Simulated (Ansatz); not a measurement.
RhPb (space group P6/mmm)

```yaml
crystal:
  lattice:
    - [5.66305, 0.00000, 0.00000]
    - [-2.83152, 4.90434, 0.00000]
    - [0.00000, 0.00000, 4.44174]
  atoms:
    - { symbol: Rh, position: [0.00000, 0.50000, 0.00000] }
    - { symbol: Rh, position: [0.50000, 0.00000, 0.00000] }
    - { symbol: Rh, position: [0.50000, 0.50000, 0.00000] }
    - { symbol: Pb, position: [0.66667, 0.33333, 0.50000] }
    - { symbol: Pb, position: [0.33333, 0.66667, 0.50000] }
    - { symbol: Pb, position: [0.00000, 0.00000, 0.00000] }
```

E(V) scan at fixed shape, V₀ the volume above. Symmetry pins the atoms to their sites.

Method: PBEsol (plane waves to 420 eV, PAW, scalar-relativistic; Ansatz, a program for electronic structure). k mesh 10×10×11 (Γ-centred), Fermi-Dirac smearing 0.05 eV. Stress and pressure are positive under compression. RhPb is run without spin polarisation. RhPb was relaxed with its symmetry unable to fall. Spin-orbit coupling is left out, though Pb is heavy.

At one point of the scan the stress tensor (GPa) is:

```
   -2.9      0.0      0.0
    0.0     -2.9      0.0
    0.0      0.0     -2.8
```

Q: Which point is it?
A. V/V₀ = 1.036
B. V/V₀ = 1.012
C. V/V₀ = 1.048
D. V/V₀ = 1.024

A: D, V/V₀ = 1.024

(A scan under strain: stresses follow from slopes of the energy per volume, elastic moduli from its curvatures.)
